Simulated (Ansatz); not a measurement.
TaN:
Space group P-6m2 (No. 187); a = b = 2.907 Å, c = 2.852 Å, α = β = 90.00°, γ = 120.00°

```
atom  site  symmetry       x       y       z
----  ----  --------  ------  ------  ------
Ta      1b      -6m2  0.0000  0.0000  0.5000
N       1e      -6m2  0.6667  0.3333  0.0000
```

Relaxed at zero pressure with plane-wave PAW LDA (Ansatz code).

**Question.** The volume is raised by 3 % and shape and atoms relax at that volume. What pressure results, and how do the axes share the change?

**Answer.** -10.6 GPa; a 1.1 %, b 1.1 %, c 0.9 %; the energy rises by 11 meV/atom.

**Question.** Give the new structure.

**Answer.** 
Space group P-6m2 (No. 187); a = b = 2.937 Å, c = 2.876 Å, α = β = 90.00°, γ = 120.00°

```
atom  site  symmetry       x       y       z
----  ----  --------  ------  ------  ------
Ta      1b      -6m2  0.0000  0.0000  0.5000
N       1e      -6m2  0.6667  0.3333  0.0000
```

The phase is kept; no other phase was compared at this pressure.

The workflow started from a Materials Project entry (that database holds measured and hypothetical structures alike); the Crystallography Open Database files this formula in space group No. 187, but the cells were not matched. It is not the phase usual at ambient conditions (space group No. 189). The cell was relaxed with LDA under the symmetry of its start; its stability against distortions is not shown here. No spin polarisation was allowed. Scalar-relativistic: spin–orbit coupling is off unless named, which matters more the heavier the elements.

Potentials: the earlier of the program's two PAW sets. The files were generated under PBE; for other functionals the program regenerates the frozen cores, and for LDA and PBEsol the local potential too.
